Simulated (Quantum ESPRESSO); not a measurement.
# Computed records: Si₂BPC₄ (made-up cell)

All values are calculated (Quantum ESPRESSO 7.5). Calculation on a made-up crystal cell, not a measurement: periodic Kohn-Sham density functional theory in plane waves with PseudoDojo standard norm-conserving scalar-relativistic pseudopotentials, each functional with its own files (v0.5 for PBE, v0.4.1 for LDA and PBEsol), no spin polarisation, no spin-orbit coupling, atoms not relaxed, stress positive in tension, energies less a fixed whole-eV offset for each atom's element; levels are Kohn-Sham levels at fractions of this cell's reciprocal vectors, counted from the reference band (half the neutral cell's valence electrons, rounded up) at Gamma; error bars cover cutoff and k-mesh only, not smearing or the files; added strain carries the atoms with the cell, and shear is the tensor component; each bar is the largest change over components, and at least 0.002 eV, 0.002 eV per angstrom or 0.02 GPa; energies are for the whole cell, and the offsets were chosen from early runs and are not element reference energies.

Settings shared by all entries: lattice type zincblende/diamond; functional pbe; cutoff 1116 eV; fermi dirac smearing 0.025 eV; scf tolerance 1e-07 eV; electrons removed 0; k mesh 4 x 4 x 4, shifted by half a step.

```yaml
- entry: 1
  formula: Si2BPC4
  kind: "made-up cell"
  structure:
    cell_angstrom:
      - [4.3387, -0.0496, -0.0478]
      - [-0.0496, 4.3379, -0.0582]
      - [-0.0478, -0.0582, 4.3075]
    atoms_fractional:
      - [P, 0.00059, 0.00772, 0.00624]
      - [Si, 0.00813, 0.50692, 0.50291]
      - [Si, 0.50493, 0.00376, 0.50137]
      - [B, 0.49712, 0.49953, -0.00424]
      - [C, 0.24571, 0.25023, 0.25026]
      - [C, 0.25334, 0.75036, 0.74604]
      - [C, 0.75112, 0.2491, 0.74927]
      - [C, 0.75069, 0.74525, 0.25048]
  given:
    atom_site: [1, 2, 3, 4, 5, 6, 7, 8]
    "atom_energy_offset [eV]": [-189, -115, -115, -79, -163, -163, -163, -163]
  results:
    "free_energy_less_offsets [eV]": -3.756
    "smearing_term_minus_ts [eV]": 0.0
    scf_iterations: 11
    "pressure [GPa]": -12.72
    "stress_xx [GPa]": 13.15
    "stress_yy [GPa]": 13.05
    "stress_zz [GPa]": 11.98
    "stress_yz [GPa]": -8.361
    "stress_xz [GPa]": -6.915
    "stress_xy [GPa]": -7.187
    force_site: [1, 2, 3, 4, 5, 6, 7, 8]
    "force_x [eV/angstrom]": [-0.381, -1.257, -0.6472, 0.4386, 1.37, 1.107, 0.1267, -0.7569]
    "force_y [eV/angstrom]": [-1.001, -1.008, -0.7361, 0.2645, 0.8461, 0.3969, 1.392, -0.1541]
    "force_z [eV/angstrom]": [-0.8185, -0.5702, -0.6823, 0.2667, -1.246, 2.757, 2.184, -1.89]
    "error_bar_energy [eV]": 0.005802
    "error_bar_stress [GPa]": 0.06629
    "error_bar_force [eV/angstrom]": 0.002
    error_bars_from: "tighter rerun of this cell"
- entry: 2
  formula: Si2BPC4
  kind: "made-up cell"
  structure:
    cell_angstrom:
      - [4.3387, -0.0496, -0.0478]
      - [-0.0496, 4.3379, -0.0582]
      - [-0.0478, -0.0582, 4.3075]
    atoms_fractional:
      - [P, 0.00059, 0.00772, 0.00624]
      - [Si, 0.00998, 0.50694, 0.50293]
      - [Si, 0.50493, 0.00376, 0.50137]
      - [B, 0.49712, 0.49953, -0.00424]
      - [C, 0.24571, 0.25023, 0.25026]
      - [C, 0.25334, 0.75036, 0.74604]
      - [C, 0.75112, 0.2491, 0.74927]
      - [C, 0.75069, 0.74525, 0.25048]
  given:
    atom_site: [1, 2, 3, 4, 5, 6, 7, 8]
    "atom_energy_offset [eV]": [-189, -115, -115, -79, -163, -163, -163, -163]
  results:
    "free_energy_less_offsets [eV]": -3.745
    "smearing_term_minus_ts [eV]": 0.0
    scf_iterations: 11
    "pressure [GPa]": -12.68
    "stress_xx [GPa]": 13.13
    "stress_yy [GPa]": 12.98
    "stress_zz [GPa]": 11.92
    "stress_yz [GPa]": -8.535
    "stress_xz [GPa]": -6.942
    "stress_xy [GPa]": -7.235
    force_site: [1, 2, 3, 4, 5, 6, 7, 8]
    "force_x [eV/angstrom]": [-0.4211, -1.479, -0.6052, 0.4681, 1.413, 1.171, 0.1658, -0.712]
    "force_y [eV/angstrom]": [-1.001, -1.029, -0.7346, 0.2636, 0.8175, 0.4523, 1.412, -0.1812]
    "force_z [eV/angstrom]": [-0.8196, -0.602, -0.6824, 0.2673, -1.272, 2.807, 2.166, -1.865]
    "error_bar_energy [eV]": 0.005802
    "error_bar_stress [GPa]": 0.06629
    "error_bar_force [eV/angstrom]": 0.002
    error_bars_from: "tighter rerun of a related cell"
- entry: 3
  formula: Si2BPC4
  kind: "made-up cell"
  structure:
    cell_angstrom:
      - [4.3387, -0.0496, -0.0478]
      - [-0.0496, 4.3379, -0.0582]
      - [-0.0478, -0.0582, 4.3075]
    atoms_fractional:
      - [P, 0.00059, 0.00772, 0.00624]
      - [Si, 0.01602, 0.50701, 0.503]
      - [Si, 0.50493, 0.00376, 0.50137]
      - [B, 0.49712, 0.49953, -0.00424]
      - [C, 0.24571, 0.25023, 0.25026]
      - [C, 0.25334, 0.75036, 0.74604]
      - [C, 0.75112, 0.2491, 0.74927]
      - [C, 0.75069, 0.74525, 0.25048]
  given:
    atom_site: [1, 2, 3, 4, 5, 6, 7, 8]
    "atom_energy_offset [eV]": [-189, -115, -115, -79, -163, -163, -163, -163]
  results:
    "free_energy_less_offsets [eV]": -3.697
    "smearing_term_minus_ts [eV]": 0.0
    scf_iterations: 11
    "pressure [GPa]": -12.49
    "stress_xx [GPa]": 13.1
    "stress_yy [GPa]": 12.7
    "stress_zz [GPa]": 11.67
    "stress_yz [GPa]": -9.112
    "stress_xz [GPa]": -7.031
    "stress_xy [GPa]": -7.391
    force_site: [1, 2, 3, 4, 5, 6, 7, 8]
    "force_x [eV/angstrom]": [-0.552, -2.202, -0.4677, 0.5646, 1.554, 1.381, 0.2906, -0.5686]
    "force_y [eV/angstrom]": [-1.001, -1.102, -0.7299, 0.2605, 0.718, 0.643, 1.475, -0.264]
    "force_z [eV/angstrom]": [-0.8231, -0.7082, -0.6827, 0.2694, -1.36, 2.983, 2.11, -1.788]
    "error_bar_energy [eV]": 0.005802
    "error_bar_stress [GPa]": 0.06629
    "error_bar_force [eV/angstrom]": 0.002
    error_bars_from: "tighter rerun of a related cell"
```
